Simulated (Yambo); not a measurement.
Yambo run on PbI2 (CdI2 type, space group P-3m1, No. 164). The wavefunctions come from this Quantum ESPRESSO step (PBE, PseudoDojo stringent norm-conserving files, scalar-relativistic):

```
&CONTROL
  calculation = 'nscf'
  pseudo_dir = './pseudo'
  outdir = './out'
/
&SYSTEM
  ibrav = 0
  nat = 3
  ntyp = 2
  ecutwfc = 112.5
  ecutrho = 450.0
  occupations = 'fixed'
  force_symmorphic = .true.
  nbnd = 447
/
&ELECTRONS
  conv_thr = 3.0000000000000004e-09
  diago_full_acc = .true.
  diago_thr_init = 1e-08
/
ATOMIC_SPECIES
I 126.9045 I.upf
Pb 207.2000 Pb.upf
CELL_PARAMETERS angstrom
  4.537199197284   0.000000000000   0.000000000000
 -2.268599598642   3.929329766878   0.000000000000
  0.000000000000   0.000000000000   7.065945721000
ATOMIC_POSITIONS crystal
I   0.666666667000   0.333333333000   0.736466426500
I   0.333333333667   0.666666666333   0.263533573500
Pb   0.000000000333   0.000000000000   0.000000000000
K_POINTS automatic
3 3 2 0 0 0
```

Yambo input:

```
rim_cut
gw0
dyson
el_el_corr
HF_and_locXC
ppa
em1d
RandQpts= 1000000
RandGvec= 1 Ry
EXXRLvcs= 112.5 Ry
VXCRLvcs= 450 Ry
Chimod= "HARTREE"
% BndsRnXp
 23 | 446 |
%
NGsBlkXp= 12 Ry
% LongDrXp
 1.0 | 1.0 | 1.0 |
%
PPAPntXp= 27.2114 eV
% GbndRnge
 1 | 446 |
%
GTermKind= "BG"
DysSolver= "n"
ExtendOut
% QPkrange
 1 | 1 | 36 | 37 |
 2 | 2 | 36 | 37 |
 5 | 5 | 36 | 37 |
 6 | 6 | 36 | 37 |
%
```

k points by index: 1 = Γ, 2 = A, 5 = K, 6 = H.

The o-*.qp file then holds:

```
#    K-point    Band    Eo [eV]    E [eV]    E-Eo [eV]    Vxc [eV]    Vnlxc [eV]    Sc|Eo [eV]    Sc|E [eV]    dSc/dw|Eo [eV]    Re(Z)    Im(Z)
#
    1    36    -0.768862    -1.607952    -0.839090    -13.48866    -16.12113    1.570208    1.793385    -7.236375    0.789928    -0.001696
    1    37    2.493772    2.686450    0.192678    -10.18400    -6.569246    -3.378388    -3.422072    -6.165684    0.815269    -0.001406
    2    36    0.000000    -0.736865    -0.736865    -13.93047    -15.85221    0.999038    1.184870    -6.861596    0.798618    -0.001529
    2    37    2.255521    2.440786    0.185265    -9.999740    -6.381233    -3.391962    -3.433242    -6.059338    0.817875    -0.001387
    5    36    -0.678949    -1.534688    -0.855739    -12.92610    -15.24438    1.244813    1.462546    -6.922732    0.797187    -0.001518
    5    37    4.263853    4.622380    0.358527    -12.37917    -8.367749    -3.565989    -3.652896    -6.593656    0.804948    -0.001535
    6    36    -0.114176    -0.891465    -0.777288    -13.86187    -15.97051    1.134139    1.331347    -6.902940    0.797650    -0.001541
    6    37    3.357383    3.568520    0.211138    -10.73135    -7.052826    -3.419150    -3.467389    -6.213366    0.814106    -0.001488
```
(The two width columns are left out.) Convergence of these settings isn't established.

Spin-orbit coupling is not included.

Geometry relaxed with PBEsol.
